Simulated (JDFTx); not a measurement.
An input for JDFTx (a modified build) (HfN(100), CANDLE, water, 1 M NaCl; bohr, hartree) and the course of its log:

```
lattice \
  6.0287324251 0.0000000000 0.0000000000 \
  0.0000000000 6.0287324251 0.0000000000 \
  0.0000000000 0.0000000000 43.0857556415
coords-type Lattice
ion Hf 0.5000000000 0.5000000000 -0.1452725803 0
ion Hf 0.0000000000 0.0000000000 -0.0494706140 0
ion Hf 0.5000000000 0.5000000000 0.0494706140 0
ion Hf 0.0000000000 0.0000000000 0.1452725803 0
ion N 0.0000000000 0.0000000000 -0.1518774681 0
ion N 0.5000000000 0.5000000000 -0.0494706140 0
ion N 0.0000000000 0.0000000000 0.0494706140 0
ion N 0.5000000000 0.5000000000 0.1518774681 0
ion-species pseudo/hf_pbe_v1.upf
ion-species pseudo/n_pbe_v1.2.upf
elec-cutoff 20 100
elec-ex-corr gga-PBE
coulomb-interaction Slab 001
coulomb-truncation-embed 0 0 0
kpoint-folding 6 6 1
elec-smearing Fermi 0.01
elec-n-bands 48
target-mu -0.036382
electronic-scf nIterations 100 energyDiffThreshold 1e-07
fluid LinearPCM
pcm-variant CANDLE
fluid-solvent H2O
fluid-cation Na+ 1
fluid-anion Cl- 1
fluid-minimize nIterations 400 knormThreshold 1e-12
wavefunction read f0.wfns
elec-initial-eigenvals f0.eigenvals
elec-initial-fillings read f0.fillings
fluid-initial-state f0.fluidState
dump-name f0_u0.$VAR
dump End State Ecomponents EigStats BandEigs Forces ElecDensity IonicPositions Fillings Kpoints Dtot FluidDebug BoundCharge FluidDensity
```

```
[one cycle in 5 is shown, and the last three; fluid-solver lines are left out]
	FillingsUpdate:  mu: -0.036382000  nElectrons: 70.927619
SCF: Cycle:  0   G: -235.353691439660992   dG: +1.705e+00   |Residual|: 1.227e-01   |deigs|: 1.239e-07
	FillingsUpdate:  mu: -0.036382000  nElectrons: 72.664719
SCF: Cycle:  5   G: -232.397089477214166   dG: -5.243e-01   |Residual|: 2.036e-01   |deigs|: 2.449e-03
	FillingsUpdate:  mu: -0.036382000  nElectrons: 69.055600
SCF: Cycle: 10   G: -236.878568591317332   dG: -3.840e-01   |Residual|: 4.984e-02   |deigs|: 7.513e-03
	FillingsUpdate:  mu: -0.036382000  nElectrons: 68.555345
SCF: Cycle: 15   G: -237.030354446834338   dG: +6.686e-03   |Residual|: 2.672e-02   |deigs|: 8.605e-04
	FillingsUpdate:  mu: -0.036382000  nElectrons: 68.304293
SCF: Cycle: 20   G: -237.048212090149235   dG: +1.418e-02   |Residual|: 1.496e-02   |deigs|: 3.449e-03
	FillingsUpdate:  mu: -0.036382000  nElectrons: 68.626944
SCF: Cycle: 25   G: -237.025213365404881   dG: -1.782e-02   |Residual|: 2.858e-02   |deigs|: 2.934e-03
	FillingsUpdate:  mu: -0.036382000  nElectrons: 69.407447
SCF: Cycle: 30   G: -236.878494187550729   dG: -1.404e-02   |Residual|: 5.743e-02   |deigs|: 2.850e-03
	FillingsUpdate:  mu: -0.036382000  nElectrons: 69.156679
SCF: Cycle: 35   G: -236.841395129006372   dG: +6.472e-02   |Residual|: 4.955e-02   |deigs|: 3.481e-03
	FillingsUpdate:  mu: -0.036382000  nElectrons: 68.800829
SCF: Cycle: 40   G: -236.952250110216596   dG: -2.870e-03   |Residual|: 3.585e-02   |deigs|: 8.385e-04
	FillingsUpdate:  mu: -0.036382000  nElectrons: 68.297025
SCF: Cycle: 45   G: -237.060096617937717   dG: -2.948e-02   |Residual|: 1.242e-02   |deigs|: 4.187e-03
	FillingsUpdate:  mu: -0.036382000  nElectrons: 69.466271
SCF: Cycle: 50   G: -236.918529610198902   dG: -4.234e-02   |Residual|: 6.045e-02   |deigs|: 6.014e-03
	FillingsUpdate:  mu: -0.036382000  nElectrons: 68.792499
SCF: Cycle: 55   G: -236.946742272829283   dG: +2.388e-03   |Residual|: 3.674e-02   |deigs|: 3.817e-04
	FillingsUpdate:  mu: -0.036382000  nElectrons: 68.182235
SCF: Cycle: 60   G: -237.055699474031115   dG: -1.445e-01   |Residual|: 1.283e-02   |deigs|: 9.164e-03
	FillingsUpdate:  mu: -0.036382000  nElectrons: 68.741927
SCF: Cycle: 65   G: -236.951477666145877   dG: -5.195e-02   |Residual|: 3.517e-02   |deigs|: 2.981e-03
	FillingsUpdate:  mu: -0.036382000  nElectrons: 68.299678
SCF: Cycle: 70   G: -237.049880129955483   dG: -1.234e-01   |Residual|: 1.423e-02   |deigs|: 7.768e-03
	FillingsUpdate:  mu: -0.036382000  nElectrons: 69.684517
SCF: Cycle: 75   G: -236.665158978057804   dG: -2.730e-01   |Residual|: 6.311e-02   |deigs|: 4.510e-03
	FillingsUpdate:  mu: -0.036382000  nElectrons: 69.887195
SCF: Cycle: 80   G: -236.356604684328687   dG: +4.695e-01   |Residual|: 7.815e-02   |deigs|: 8.551e-03
	FillingsUpdate:  mu: -0.036382000  nElectrons: 68.684991
SCF: Cycle: 85   G: -237.010808102600663   dG: -2.446e-02   |Residual|: 2.595e-02   |deigs|: 1.500e-03
	FillingsUpdate:  mu: -0.036382000  nElectrons: 69.506260
SCF: Cycle: 90   G: -236.590511704559134   dG: +6.992e-02   |Residual|: 6.480e-02   |deigs|: 1.314e-03
	FillingsUpdate:  mu: -0.036382000  nElectrons: 69.276846
SCF: Cycle: 95   G: -236.739345654924506   dG: +1.302e-02   |Residual|: 5.505e-02   |deigs|: 6.830e-04
	FillingsUpdate:  mu: -0.036382000  nElectrons: 68.692063
SCF: Cycle: 97   G: -236.969573706114915   dG: -6.893e-02   |Residual|: 3.301e-02   |deigs|: 3.254e-03
	FillingsUpdate:  mu: -0.036382000  nElectrons: 68.465610
SCF: Cycle: 98   G: -237.039780992575629   dG: -7.021e-02   |Residual|: 2.096e-02   |deigs|: 4.380e-03
	FillingsUpdate:  mu: -0.036382000  nElectrons: 68.578769
SCF: Cycle: 99   G: -237.027787135369607   dG: +1.199e-02   |Residual|: 2.364e-02   |deigs|: 1.514e-03
SCF: None of the convergence criteria satisfied after 100 iterations.
IonicMinimize: Iter:   0  G: -237.027787135369607  |grad|_K:  0.000e+00
IonicMinimize: Converged (|grad|_K<1.000000e-04).
```

This run gave no converged result. The electronic loop ended without meeting its threshold, so the last energy, electron count and forces aren't results.
